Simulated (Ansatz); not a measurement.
# Sn (simple cubic): energy against volume

These are results of DFT, PBEsol, plane waves (420 eV) with PAW, scalar-relativistic in Ansatz 0.2.0, not measurements. The PAW files were generated under PBE, with cores re-solved for the functional.

The cell is scaled uniformly from the relaxed one, with fractional coordinates and shape fixed. Energies are extrapolated to zero smearing, pressures are those at the given smearing. Magnetic state: spin not included.

A Birch-Murnaghan fit gives V₀ = 27.91 Å³/atom, B₀ = 54 GPa, B₀′ = 4.8.

What are the energy above the minimum and the pressure at 24.451 Å³/atom?

92.6 meV/atom and 9.87 GPa as computed.

What are the energy above the minimum and the pressure at 28.896 Å³/atom?

5.5 meV/atom and -1.67 GPa as computed.

What are the energy above the minimum and the pressure at 30.008 Å³/atom?

23.2 meV/atom and -3.23 GPa as computed.
